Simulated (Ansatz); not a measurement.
# SiO2: reading a single point

```
CELL_PARAMETERS angstrom
4.17371 0.00000 0.00000
0.00000 4.17371 0.00000
0.00000 0.00000 2.65915
ATOMIC_POSITIONS crystal
Si 0.00000 0.00000 0.00000
Si 0.50000 0.50000 0.50000
O 0.30570 0.30570 0.00000
O 0.19430 0.80570 0.50000
O 0.69430 0.69430 0.00000
O 0.80570 0.19430 0.50000
```

Level: r2SCAN, no spin polarisation; 500 eV; 6×6×10 Γ-centred mesh; fermi-dirac occupations (width 0.1 eV); Ansatz 0.2.0, fixed geometry.

Forces: Nearly at rest: the largest force is 0.023 eV/Å.
Electronic structure: The gap is 6.67 eV, direct at the points sampled.
Formation energy: -2.88 eV an atom against the elements' usual phases (free molecules for gases, crystals otherwise, with no correction for O₂ or N₂), so it is bound against them; other compounds may still compete. Relaxing would lower it.
Band edges: Within 0.7 eV of the edges, the states project mainly on O p (98 %) below the gap and on Si s (52 %) and O s (36 %) above it.

Origin: a database entry at a rescaled volume.
